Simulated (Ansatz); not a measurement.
One crystal and one scan (scan of one atom of the cell) at two levels, PBE (plane waves to 420 eV, PAW, scalar-relativistic; Ansatz, a first-principles code) and r2SCAN (plane waves to 500 eV, PAW, scalar-relativistic; Ansatz), each from its own relaxed cell and on its own mesh. The cell shown is that of PBE.

Starting cell, TiN (rock salt):

```
TiN
1.0
    0.00000     4.24674     4.24674
    2.12337     0.00000     2.12337
    2.12337     2.12337     0.00000
N Ti
2 2
Direct
  0.00000   0.00000   0.00000
  0.50000   0.00000   0.00000
  0.25000   0.50000   0.50000
  0.75000   0.50000   0.50000
```

In this cell atom 4 (Ti, nearest neighbour N at 2.123 Å; its periodic images, 3.0 Å or more away, move with it) is moved by s along Cartesian z, unit vector (0.000, 0.000, 1.000); all other atoms and the cell stay fixed.

The energy includes the smearing's −TS. The PAW data are Ansatz's earlier set. TiN is run without spin polarisation. TiN was relaxed with its symmetry unable to fall. (PBE) Left out: 4 of 11 points, with atoms too close for the PAW data. (r2SCAN) Left out: 4 of 11 points, with atoms too close for the PAW data. With partly filled bands, energies and forces of such displacements shift with the k mesh and the smearing. Percentages come from the unrounded values.

Results of PBE:

```
Quantity                                                                                                                  Result
----------------------------------------------------------------  --------------------------------------------------------------
Lattice constant a (Å)                                                                                                     4.247
Force constant k = d²E/ds² at s = 0 (finite differences) (eV/Å²)                                                            9.05
Shape of the curve                                                a single well with its minimum at or next to zero displacement
```

Problem. What does r2SCAN give for the same quantities?

Solution. 
```json
[
 {"quantity": "Lattice constant a (Å)", "r2SCAN": "4.233", "PBE − r2SCAN": "+0.014 (+0.3 %)"},
 {"quantity": "Force constant k = d²E/ds² at s = 0 (finite differences) (eV/Å²)", "r2SCAN": "9.70", "PBE − r2SCAN": "-0.65 (-6.7 %)"}
]
```

PBE gives the higher value for: lattice constant a. PBE gives the lower value for: force constant k = d²E/ds² at s = 0. Both give the same shape of the curve: a single well with its minimum at or next to zero displacement. Neither level is exact: the differences show how much the result hangs on the functional.

(For displaced atoms, the force is minus the slope of the energy, and its curvature is a force constant, which sets phonon frequencies.)
